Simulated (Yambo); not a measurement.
Yambo run on Rb$_{3}$RhF$_{6}$ (space group Fm-3m, No. 225). The wavefunctions come from this Quantum ESPRESSO step (LDA, PseudoDojo standard norm-conserving files, scalar-relativistic):

```
&CONTROL
  calculation = 'nscf'
  pseudo_dir = './pseudo'
  outdir = './out'
/
&SYSTEM
  ibrav = 0
  nat = 10
  ntyp = 3
  ecutwfc = 88.0
  ecutrho = 352.0
  occupations = 'fixed'
  force_symmorphic = .true.
  nbnd = 284
/
&ELECTRONS
  conv_thr = 1e-08
  diago_full_acc = .true.
  diago_thr_init = 1e-08
/
ATOMIC_SPECIES
F 18.9984 F.upf
Rb 85.4678 Rb.upf
Rh 102.9055 Rh.upf
CELL_PARAMETERS angstrom
  0.000000000000   4.556480000000   4.556480000000
  4.556480000000   0.000000000000   4.556480000000
  4.556480000000   4.556480000000   0.000000000000
ATOMIC_POSITIONS crystal
F   0.782550000000   0.217450000000   0.217450000000
F   0.217450000000   0.782550000000   0.782550000000
F   0.217450000000   0.782550000000   0.217450000000
F   0.782550000000   0.217450000000   0.782550000000
F   0.217450000000   0.217450000000   0.782550000000
F   0.782550000000   0.782550000000   0.217450000000
Rb   0.750000000000   0.750000000000   0.750000000000
Rb   0.250000000000   0.250000000000   0.250000000000
Rb   0.500000000000   0.500000000000   0.500000000000
Rh   0.000000000000   0.000000000000   0.000000000000
K_POINTS automatic
2 2 2 0 0 0
```

Yambo input:

```
rim_cut
gw0
dyson
el_el_corr
HF_and_locXC
ppa
em1d
RandQpts= 1000000
RandGvec= 1 Ry
EXXRLvcs= 88 Ry
VXCRLvcs= 352 Ry
Chimod= "HARTREE"
% BndsRnXp
 5 | 282 |
%
NGsBlkXp= 7 Ry
% LongDrXp
 1.0 | 1.0 | 1.0 |
%
PPAPntXp= 27.2114 eV
% GbndRnge
 1 | 282 |
%
GTermKind= "BG"
DysSolver= "n"
ExtendOut
% QPkrange
 1 | 1 | 43 | 44 |
 3 | 3 | 43 | 44 |
%
```

k points by index: 1 = Γ, 3 = X.

Resulting energies as the program prints them:

```
#    K-point    Band    Eo [eV]    E [eV]    E-Eo [eV]    Vxc [eV]    Vnlxc [eV]    Sc|Eo [eV]    Sc|E [eV]    dSc/dw|Eo [eV]    Re(Z)    Im(Z)
#
    1    43    -0.123148    -1.595878    -1.472730    -22.53813    -28.78767    4.419907    4.776805    -6.593536    0.804950    -0.001521
    1    44    2.118832    4.367160    2.248328    -23.30819    -17.24136    -3.298909    -3.818504    -6.288279    0.812286    -0.001374
    3    43    0.000000    -1.480404    -1.480404    -23.06878    -29.42498    4.514722    4.875788    -6.635987    0.803941    -0.001478
    3    44    2.029172    4.235294    2.206122    -22.68379    -16.63266    -3.346558    -3.845005    -6.147756    0.815708    -0.001324
```
(The two width columns are left out.) Convergence of these settings isn't established.

Spin-orbit coupling is not included.

Geometry of the Materials Project entry, not relaxed at this level.

The structure is a Materials Project entry; no match was found in the copy of COD used, and its stability was not checked.
